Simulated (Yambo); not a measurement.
G0W0@LDA for Be3N2 (space group P6_3/mmc, No. 194) in Yambo. Reference settings: 6×6×2 Γ-centred k mesh, bands 7 to 135 and a 8 Ry block in the screening, 135 bands in G with the Bruneval-Gonze terminator, plasmon pole fitted at 27.2 eV. The LDA gap Γ → M on this mesh is 3.29 eV; G0W0 gaps are taken between the same points.

With and without the terminator, as bands are cut:

```tsv
bands in G (in W)	gap, terminator (eV)	gap, none (eV)	valence shift, terminator (eV)	valence shift, none (eV)
38 (38)	5.317	5.125	-0.333	0.243
54 (54)	5.066	4.865	-0.462	0.045
78 (78)	4.962	4.786	-0.593	-0.200
106 (106)	4.922	4.774	-0.670	-0.365
135 (135)	4.914	4.794	-0.720	-0.484
```

Over this range the gap spans 0.403 eV with the terminator and 0.351 eV without, the valence shift 0.387 eV and 0.727 eV. Neither column has reached its limit for certain.

Geometry of the Materials Project entry, not relaxed at this level; primitive cell a = b = 2.8417 Å, c = 9.7468 Å, α = β = 90.00°, γ = 120.00°.

The structure is a Materials Project entry; no match was found in the copy of COD used, and its stability was not checked.

A shift is the quasiparticle energy of the state minus its LDA energy.
